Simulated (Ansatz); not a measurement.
**Zone-centre phonons of LiCl at 25 GPa: input and output**

These are results of Ansatz, DFT LDA, scalar-relativistic, plane waves, PAW, not measurements.

Launched with:
```bash
ansatz run input.yaml --threads 1 --pin off --max-ram 1228MiB --backend cpu --events-out ev --progress --plain --runs-dir out
```

Input (bare energies are in eV):
```yaml
crystal:
  lattice:
    - [0.0, 2.2375438898, 2.2375438898]
    - [2.2375438898, 0.0, 2.2375438898]
    - [2.2375438898, 2.2375438898, 0.0]
  atoms:
    - { symbol: Li, position: [0.0, 0.0, 0.0] }
    - { symbol: Cl, position: [0.5, 0.5, 0.5] }
basis:
  ecutwfc: 420
kpoints:
  mp_grid: { grid: [10, 10, 10] }
hamiltonian:
  xc: lda
scf:
  occupations: { method: fixed }
output:
  eigenvalues: true
phonons:
  method: dfpt
  dielectric: true
  rigid_motions: translations
  eigenvectors: true
```

The end of the output:
```
--- Phonons (Γ-DFPT): 2 representative perturbations + reference, on 102 of 1000 k-points (Σ response iterations 7) ---
  k mesh reduced under 8 symmetry operations, with k and −k counted as one. Each operation leaves every solved perturbation unchanged. A smaller set is not considered because the run solves the response ...
  ASR residual: 3.579e-4 → 0.000e0 eV/Å²; symmetrization residual: 3.072e-7 eV/Å²
  ASR residual per site (eV/Å²): 3.98e-5 3.58e-4
  Γ frequencies (cm⁻¹): 0.00 0.00 0.00 451.44 451.44 451.44
  ε∞ (high-frequency dielectric tensor):
        3.757775     0.000000    -0.000000
        0.000000     3.757775    -0.000000
       -0.000000    -0.000000     3.757775
  ε⁰ (static dielectric tensor: ions relaxed, cell fixed):
        5.931156     0.000000    -0.000000
        0.000000     5.931156     0.000000
       -0.000000     0.000000     5.931156
  ε⁰ − ε∞ (ionic part):
        2.173381     0.000000     0.000000
        0.000000     2.173381     0.000000
        0.000000     0.000000     2.173381
  softest optical mode at Γ: 451.44 cm⁻¹; the repairs (sum rule, projections) moved no ω² at Γ by more than (1.68 cm⁻¹)²
  Born effective charges Z* (e; rows j = field, columns β = displacement):
    site 0:
         1.08188    0.00000    0.00000
        -0.00000    1.08188    0.00000
         0.00000   -0.00000    1.08188
    site 1:
        -1.08188   -0.00000   -0.00000
         0.00000   -1.08188   -0.00000
         0.00000    0.00000   -1.08188
  Z* charge neutrality: 4.161e-6 e pre-enforcement
  k-mesh period / interband length: 31.6 Å / 1.48 Å = 21.31 at k = (0.0000, 0.0000, -0.5000), direct gap 7.217 eV — 14 or more, which is no proof of convergence
  optical modes at Γ without the LO–TO term, one row a degenerate level:
      ω (cm⁻¹) modes IR ((D/Å)²/amu)
        451.44      3            13.9583
  optical modes at Γ + LO–TO along q̂ = [1.0000, 0.0000, 0.0000]:
      ω (cm⁻¹) modes IR ((D/Å)²/amu)
        451.44      2             9.3055
        567.15      1             4.6528
  optical modes at Γ + LO–TO along q̂ = [0.0000, 1.0000, 0.0000]:
      ω (cm⁻¹) modes IR ((D/Å)²/amu)
        451.44      2             9.3055
        567.15      1             4.6528
  optical modes at Γ + LO–TO along q̂ = [0.0000, 0.0000, 1.0000]:
      ω (cm⁻¹) modes IR ((D/Å)²/amu)
        451.44      2             9.3055
        567.15      1             4.6528
```

Other phases may be more stable at this pressure.